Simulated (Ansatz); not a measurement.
GaAs:
```yaml
crystal:
  lattice:
    - [0.00000, 2.82943, 2.82943]
    - [2.82943, 0.00000, 2.82943]
    - [2.82943, 2.82943, 0.00000]
  atoms:
    - { symbol: Ga, position: [0.00000, 0.00000, 0.00000] }
    - { symbol: As, position: [0.75000, 0.75000, 0.75000] }
```

Relaxed with PBEsol.

Task: Which orbitals make up the states near the band edges in the program Ansatz at the PBEsol level (PAW)?

Result: Top 1 eV of the valence band: As 4p 76 %, Ga 4p 21 %. Bottom 1 eV of the conduction band: Ga 4s 33 %, Ga 4p 25 %, As 4s 22 %, As 4p 17 %. Projections are on Löwdin-orthogonalised atomic valence shells; empty p or d shells of many metals are not among them.

Task: Tabulate the density of states.

Result: States/eV per cell of 2 atoms, in 0.25 eV bins, energy from the valence-band maximum.

```csv
E (eV),total,As 4p,Ga 4p,Ga 4s
-7.85,0.00,0.00,0.00,0.00
-7.60,0.00,0.00,0.00,0.00
-7.35,0.00,0.00,0.00,0.00
-7.10,0.00,0.00,0.00,0.00
-6.85,0.07,0.03,0.00,0.04
-6.60,1.76,0.76,0.09,0.86
-6.35,1.84,0.79,0.16,0.79
-6.10,0.91,0.39,0.08,0.36
-5.85,0.63,0.27,0.06,0.23
-5.60,0.49,0.21,0.05,0.17
-5.35,0.39,0.17,0.04,0.13
-5.10,0.33,0.14,0.03,0.11
-4.85,0.27,0.12,0.02,0.08
-4.60,0.23,0.10,0.02,0.07
-4.35,0.20,0.09,0.02,0.06
-4.10,0.17,0.07,0.01,0.05
-3.85,0.71,0.40,0.24,0.05
-3.60,1.33,0.76,0.46,0.06
-3.35,1.11,0.63,0.37,0.06
-3.10,1.10,0.63,0.36,0.06
-2.85,1.29,0.76,0.43,0.06
-2.60,1.61,0.99,0.53,0.05
-2.35,1.54,0.96,0.49,0.05
-2.10,1.48,0.95,0.46,0.04
-1.85,1.41,0.93,0.42,0.03
-1.60,1.37,0.93,0.39,0.03
-1.35,1.33,0.92,0.36,0.02
-1.10,1.04,0.74,0.26,0.01
-0.85,0.64,0.47,0.15,0.01
-0.60,0.44,0.33,0.09,0.00
-0.35,0.26,0.21,0.05,0.00
-0.10,0.08,0.07,0.01,0.00
0.15,0.00,0.00,0.00,0.00
0.40,0.00,0.00,0.00,0.00
0.65,0.00,0.00,0.00,0.00
0.90,0.01,0.00,0.00,0.00
1.15,0.06,0.01,0.01,0.02
1.40,0.24,0.04,0.08,0.07
1.65,0.60,0.12,0.21,0.14
1.90,0.99,0.23,0.31,0.23
2.15,1.38,0.36,0.43,0.31
2.40,2.00,0.56,0.60,0.45
2.65,1.41,0.41,0.43,0.30
2.90,0.97,0.29,0.27,0.20
3.15,0.93,0.27,0.29,0.16
3.40,0.91,0.24,0.33,0.14
3.65,0.78,0.18,0.35,0.09
3.90,0.80,0.18,0.40,0.08
4.15,1.38,0.31,0.73,0.09
4.40,2.08,0.49,1.08,0.10
4.65,1.31,0.33,0.67,0.07
4.90,1.09,0.27,0.58,0.05
5.15,1.21,0.31,0.60,0.06
```

Space group F-43m (zinc blende). The PBEsol relaxation kept the symmetry of its start. Scalar-relativistic: spin–orbit coupling is off unless named, which matters more the heavier the elements.

Potentials: the later of the program's two PAW sets.
